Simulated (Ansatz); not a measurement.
This is a field-response calculation (clamped ions) with the PAW code Ansatz on an ordered 8-atom cell of InGa3P4 on the zincblende lattice (P-43m); the level of theory is r2SCAN. The cell was relaxed beforehand with r2SCAN.

```yaml
crystal:
  lattice:
    - [5.5664661521, 0.0, 0.0]
    - [0.0, 5.5664661521, 0.0]
    - [0.0, 0.0, 5.5664661521]
  atoms:
    - { symbol: Ga, position: [0.5, 0.0, 0.0] }
    - { symbol: P, position: [0.760224476, 0.239775524, 0.239775524] }
    - { symbol: Ga, position: [0.0, 0.5, 0.0] }
    - { symbol: P, position: [0.239775524, 0.760224476, 0.239775524] }
    - { symbol: Ga, position: [0.0, 0.0, 0.5] }
    - { symbol: P, position: [0.239775524, 0.239775524, 0.760224476] }
    - { symbol: In, position: [0.5, 0.5, 0.5] }
    - { symbol: P, position: [0.760224476, 0.760224476, 0.760224476] }
kpoints:
  mp_grid: { grid: [4, 4, 4] }
hamiltonian:
  xc: r2scan
scf:
  occupations: { method: fixed }
dielectric: {}
```

The output follows, shortened, with numbered blanks.
```
Pseudopotential: Ga, paw, valence charge 13, recommended cutoff 500 eV (meta_gga)
Pseudopotential: P, paw, valence charge 5, recommended cutoff 500 eV (meta_gga)
Pseudopotential: In, paw, valence charge 13, recommended cutoff 500 eV (meta_gga)
Functional definition: r2SCAN
Crystal: 8 atoms, lattice volume = 172.480 Å³
Basis set: ecut = 500 eV, 4385 PW (Γ)
Bands: 44, of which v1, the nominal top of the filled ones, is band 36 counted from 1 (35 counted from 0)
Symmetry: 24 space group operations
k-points: 21 of 64 (irreducible under 4 space group operations, time reversal used)
SCF converged after 9 iterations
Free energy (F): -20022.986800 eV
Fermi energy:    6.834711 eV
--- Dielectric response (ions clamped): 3 representative field directions + reference, inside a basis on a mesh of 216 k-points ---
  ε∞ (high-frequency dielectric tensor):
[1]
  Born effective charges Z* (e; rows j = field, columns β = displacement):
    site 0:
[2]
    site 1:
[3]
    site 2:
[4]
    site 3:
[5]
    site 4:
[6]
    site 5:
[7]
    site 6:
[8]
    site 7:
[9]
  ε∞ is read to err by 5.0e-2, Z* by 2.8e-2 e
```

**Question.** Fill in the blanks. They hold the Born charges, ε∞ (with the ionic part, where printed).

**Answer.**
```
[1]
        9.556305     0.000000     0.000000
        0.000000     9.556305     0.000000
        0.000000     0.000000     9.556305
[2]
         2.48616    0.00000    0.00000
         0.00000    2.14485    0.00000
         0.00000    0.00000    2.14485
[3]
        -2.28531   -0.07620   -0.07620
        -0.07620   -2.28531    0.07620
        -0.07620    0.07620   -2.28531
[4]
         2.14485    0.00000    0.00000
         0.00000    2.48616    0.00000
         0.00000    0.00000    2.14485
[5]
        -2.28531   -0.07620    0.07620
        -0.07620   -2.28531   -0.07620
         0.07620   -0.07620   -2.28531
[6]
         2.14485    0.00000    0.00000
         0.00000    2.14485    0.00000
         0.00000    0.00000    2.48616
[7]
        -2.28531    0.07620   -0.07620
         0.07620   -2.28531   -0.07620
        -0.07620   -0.07620   -2.28531
[8]
         2.36537    0.00000    0.00000
         0.00000    2.36537    0.00000
         0.00000    0.00000    2.36537
[9]
        -2.28531    0.07620    0.07620
         0.07620   -2.28531    0.07620
         0.07620    0.07620   -2.28531
```

Command: `ansatz run input.yaml --threads 4 --pin off --max-ram 6451MiB --backend cpu --events-out ev --progress --plain --runs-dir out`. Wall time 110 s on 4 threads of Arm Neoverse V1, on a shared host, load about 0.7 per core; peak host memory 2.2 GiB.

The cell comes from a prototype generator: it can be a known phase or a hypothetical one. Spin polarisation is off.
